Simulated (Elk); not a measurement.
An Elk run on BaPm with settings drawn from a wide range, so not all are converged; totals and levels move with the basis, and no second program has checked them. All numbers below come from DFT, PBE, all-electron APW+lo, Dirac cores, scalar-relativistic bands in Elk 11.2.3 with local patches. Elk's input is in atomic units.

Command: `OMP_NUM_THREADS=1 elk` The run took 110 s on 1 thread of Arm Neoverse V2 (shared host), peak memory 0.12 GiB.

```
tasks
  0
  110
  115
  15
  10
  21

xctype
  20

rgkmax
  7

gmaxvr
  16

lmaxapw
  9

lmaxo
  6

lmaxi
  2

nrmtscf
  2

nempty
  6

epspot
  1e-06

epsengy
  0.0001

maxscl
  60

swidth
  0.002

stype
  0

lradstp
  4

mixtype
  1

hmaxvr
  6

reducebf
  0.5

spinpol
  .true.

tforce
  .true.

spincore
  .true.

sppath
  './'

avec
  7.59617172990 0.00000000000 0.00000000000
  -3.79808586496 6.57847768962 0.00000000000
  0.00000000000 0.00000000000 12.48817542975

atoms
  2
  'Ba.in'
  1
  0.000000000000 0.000000000000 0.500000000000   0.000 0.000 0.000
  'Pm.in'
  1
  0.666666666667 0.333333333333 0.000000000000   0.000 0.000 -1.000

ngridk
  5 5 3

wplot
  120 100 1
  -0.55 0.3

plot1d
  9 30
  0.0000000000 0.0000000000 0.0000000000
  0.5000000000 -0.0000000000 0.0000000000
  0.3333333333 0.3333333333 0.0000000000
  0.0000000000 0.0000000000 0.0000000000
  0.0000000000 0.0000000000 0.5000000000
  0.5000000000 -0.0000000000 0.5000000000
  0.3333333333 0.3333333333 0.5000000000
  0.0000000000 0.0000000000 0.5000000000
  0.5000000000 -0.0000000000 0.5000000000
```

Muffin-tin radii in the species files: Ba 2.80, Pm 2.80 bohr.

The cell is the one relaxed in the Materials Project (mp-1183293), not relaxed further here; entries there can be hypothetical. The listed cell was then made from it by scaling, straining or moving an atom.

**Question.** What does the run give?

**Answer.** It did not converge (60 SCF iterations).
```
Warning(gndstate): failed to reach self-consistency after 60 loops
Warning(rhonorm): total charge density incorrect for s.c. loop 1
 Calculated :    117.4109739
 Required   :    117.0000000
```
